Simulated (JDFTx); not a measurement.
- surface: Au(111)
- bulk: Au, Fm-3m, lattice of mp-81 (not re-optimised)
- slab: 3 atoms in 3 planes, 1x1, 4.8 Å between the outermost planes
- in-plane cell: 2.950 × 2.950 Å, 7.53 Å²
- cell height: 20.8 Å
- sampling: 8×8×1 k mesh, Fermi smearing 0.01 Ha, no spin polarisation

All numbers are PBE, GBRV ultrasoft potentials, plane waves to 20/100 Ha results from JDFTx (a modified build), not measurements. Liquid on both sides: linear PCM (GLSSA13), water, 2 M NaCl; nuclei fixed. 

Charging data:

```
U − U_pzc (V)  σ (μC/cm²)
-------------  ----------
-0.65               -8.00
-0.48               -6.00
-0.13               -1.67
0.00                 0.00
0.32                 4.33
0.52                 7.20
0.92                13.34
```

Worked example: a check of Lippmann's equation. The grand free energy per area against the neutral slab, Δγ = [F(N) − F(N₀) − μ(N − N₀)]/2A, is taken from the total energies of the same runs.

```csv
U − U_pzc (V),Δγ (mJ/m²)
-0.65,-26.4
-0.48,-14.6
-0.13,-1.1
0.00,0.0
0.32,-6.9
0.52,-18.4
0.92,-59.3
```

Δγ is largest at zero charge and falls away from it, as dγ/dU = −σ demands. At 0.92 V the computed -59.3 mJ/m² stands beside -61.5 mJ/m² from the constant-capacitance formula.
